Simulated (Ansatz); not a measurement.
Method: DFT PBE, scalar-relativistic, plane waves, PAW in Ansatz 0.2.0. All cells share a 420 eV cutoff and Γ-centred k meshes spaced at most about 0.3 Å⁻¹ (about 0.25 or finer for metals, 2π included). No spin polarisation in the final relaxations.

Temperature and zero-point effects are left out.

Two forms of ScGa3Te were relaxed alike.

A.

```
CELL_PARAMETERS angstrom
5.65458 0.00000 0.00000
-2.82729 4.89701 0.00000
0.00000 0.00000 5.49769
ATOMIC_POSITIONS crystal
Sc 0.00000 0.00000 0.50000
Ga 0.50000 0.00000 0.50000
Ga 0.00000 0.50000 0.50000
Ga 0.50000 0.50000 0.50000
Te 0.00000 0.00000 0.00000
```

B.

```
CELL_PARAMETERS angstrom
4.70128 0.00000 0.00000
-2.35064 4.07143 0.00000
0.00000 0.00000 6.35994
ATOMIC_POSITIONS crystal
Sc 0.33333 0.66667 0.50000
Ga 0.00000 0.00000 0.73977
Ga 0.00000 0.00000 0.26023
Ga 0.66667 0.33333 0.50000
Te 0.66667 0.33333 0.00000
```

**Question.** Which form is favoured at zero pressure, and by what margin per atom?

**Answer.** A is lower, by 182 meV/atom. A has space group P6/mmm (No. 191), 30.4 Å³/atom and no gap on its mesh; B has space group P-6m2 (No. 187), 24.3 Å³/atom and no gap. Counting Ga or Sc atoms around Te (for each partner element, those within 1.25 times its shortest distance or 1.15 times the sum of covalent radii, where it is the nearest in units of that sum or under 1.3; the shortest distance is added where it is long for a bond), A has Te 2 and B has Te 8 from 3.2 Å. The lower one is the more open, so pressure narrows the difference. Both come from invented guesses.

These runs have no spin–orbit coupling, which can matter for Te. Cells relaxed within their symmetry can be saddle points.
